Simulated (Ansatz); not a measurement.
**ZrMo, first-principles data**

ZrMo:
Space group Fm-3m (No. 225); a = 5.4213 Å, b = 5.4213 Å, c = 5.4213 Å, α = 90.00°, β = 90.00°, γ = 90.00°

| atom | site | symmetry | x | y | z |
|---|---|---|---|---|---|
| Mo | 4a | m-3m | 0.0000 | 0.0000 | 0.0000 |
| Zr | 4b | m-3m | 0.5000 | 0.5000 | 0.5000 |
(The calculation used a cell of 2 atoms; values per cell refer to that cell.)

Space group Fm-3m (No. 225), rock salt; conventional cell a = b = c = 5.4213 Å, α = β = γ = 90.00°.

Method: PBEsol (plane waves, PAW; program Ansatz). The cell and atoms are relaxed at this level. Other levels are named where they apply.

### Cell and energy

Volume per atom: 19.92 Å³
Density: 7.80 g/cm³
Formation energy from the elements (no fitted shifts): 1.01 eV/atom

### Electronic structure

* **Electronic character**: metallic (no gap)
* **Density of states at the Fermi level**: 1.3 states/eV per atom (mean over ±0.08 eV)
* **Gap with spin–orbit coupling**: none (metallic)

### Mechanics

- Bulk modulus (Birch–Murnaghan fit): 126 GPa
- Pressure derivative B′: 3.8
- Elastic constants (relaxed ions, GPa): C11 = 281, C12 = 45.4, C44 = -109
- Mechanical stability: unstable (C has a negative eigenvalue)

### Phonons

* **Highest zone-centre frequency**: 236 cm⁻¹
* **Zone-centre stability**: no imaginary mode at Γ

The start of the workflow was typed in or built on a structure type; neither database checked (COD, Materials Project) lists it. Whether it is the stable phase at ambient conditions was not checked. The PBEsol relaxation kept the symmetry of its start. The run is not spin-polarised. Its formation energy is positive at this level, so the cell may be metastable or incomplete. As this level gives no gap, shear constants depend on the k-mesh and smearing (Fermi–Dirac, 0.1 eV here). As this level gives no gap, phonon frequencies hold no LO–TO term and depend on the k-mesh and smearing (Fermi–Dirac, 0.1 eV here). The references are the lowest solids computed at this level, not always the standard phases. Spin–orbit coupling is left out wherever it is not named.

Potentials: the later of the program's two PAW sets.
